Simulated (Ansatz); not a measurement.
Al3GaO6 on the sites of the corundum structure (relaxed group R3) was relaxed with 3 functionals in the PAW code Ansatz, cell and atoms free, the symmetry of the start kept (meshes: PBE 6×6×6, r2SCAN 6×6×6, PBEsol 6×6×6). Simulation only: spin-unpolarised, and no claim that this is the phase found in nature.

The r2SCAN result:
```cif
data_structure
_symmetry_space_group_name_H-M 'R3:H'
_symmetry_Int_Tables_number 146
_cell_length_a 4.8156
_cell_length_b 4.8156
_cell_length_c 13.1034
_cell_angle_alpha 90.000
_cell_angle_beta 90.000
_cell_angle_gamma 120.000
_cell_volume 263.16
loop_
_atom_site_label
_atom_site_type_symbol
_atom_site_symmetry_multiplicity
_atom_site_Wyckoff_symbol
_atom_site_fract_x
_atom_site_fract_y
_atom_site_fract_z
_atom_site_occupancy
Al1 Al 3 a 0.66667 0.33333 0.18649 1
Al2 Al 3 a 0.33333 0.66667 0.31487 1
Al3 Al 3 a 0.33333 0.66667 0.01581 1
Ga1 Ga 3 a 0.00000 0.00000 0.14225 1
O1 O 9 b 0.65222 0.02591 0.08317 1
O2 O 9 b 0.69079 0.68697 0.25257 1
```

The symmetry is R3 (No. 146, trigonal); conventional cell a = 4.816 Å, c = 13.103 Å, 8.77 Å³ an atom. Around Al lie 6 O at 1.86–1.98 Å; around Al lie 6 O at 1.86–1.97 Å; around Al lie 6 O at 1.86–1.96 Å; around Ga lie 6 O at 1.90–2.08 Å; around O lie 3 Al at 1.86–1.98 Å and 1 Ga at 1.90 Å; around O lie 3 Al at 1.86–1.96 Å and 1 Ga at 2.08 Å.

Q: Order the functionals by the relaxed volume, smallest first.
A. PBEsol
B. r2SCAN
C. PBE

A: B (8.77 Å³/atom), A (8.84 Å³/atom), C (9.07 Å³/atom).

Q: What lattice does PBE give?

A: a = 4.871 Å, c = 13.245 Å; the volume differs by +3.4 % from r2SCAN's. Al has 6 O at 1.88–2.00 Å; Al has 6 O at 1.88–1.99 Å; Al has 6 O at 1.88–1.98 Å (further sites aren't listed).

Q: What lattice does PBEsol give?

A: a = 4.831 Å, c = 13.120 Å; the volume differs by +0.8 % from r2SCAN's. Al is surrounded by 6 O at 1.87–1.98 Å; Al is surrounded by 6 O at 1.87–1.97 Å; Al is surrounded by 6 O at 1.87–1.96 Å (further sites aren't listed).
